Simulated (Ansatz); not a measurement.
# Br under strains and displacements

Level of theory: Ansatz, DFT PBEsol, scalar-relativistic, plane waves, PAW.

Settings: cutoff 420 eV, Γ-centred mesh 18×18×18 on the computed 1-atom cell, Gaussian smearing of 0.10 eV; no spin polarisation.

Reference cell:

```
CELL_PARAMETERS angstrom
-1.42349 1.42349 3.57752
1.42349 -1.42349 3.57752
1.42349 1.42349 -3.57752
ATOMIC_POSITIONS crystal
Br 0.00000 0.00000 0.00000
```

Each variant moves atoms of this cell by the vectors given, if any (Å), and then applies a symmetric strain (tensor components, Cartesian axes). The reference cell isn't relaxed at this level. Energies are per atom at zero smearing, counted from the lowest variant. Pressure is positive in compression.

1. strain (xx yy zz yz xz xy, %) -1.05 -2.86 -1.66 0.00 0.27 0.00
2. strain (xx yy zz yz xz xy, %) -7.83 -0.77 -2.64 0.00 0.00 6.00
3. strain (xx yy zz yz xz xy, %) -2.72 1.92 1.47 -4.00 0.00 0.00
4. strain (xx yy zz yz xz xy, %) -1.43 -1.43 -2.93 0.00 0.00 0.00

```tsv
result	ΔE (meV/atom)	P (GPa)
A	0.0	-0.60
B	4.6	1.23
C	45.3	5.30
D	4.5	0.59
```

**Question.** Which variant gave which result?

**Answer.** A is 3, B is 1, C is 2, D is 4.

Each cell of Br holds layers, and where no dispersion correction was added their binding is poorly described. Spin polarisation was left out, and a magnetic state may lie lower.

This form isn't the element's structure at ambient conditions.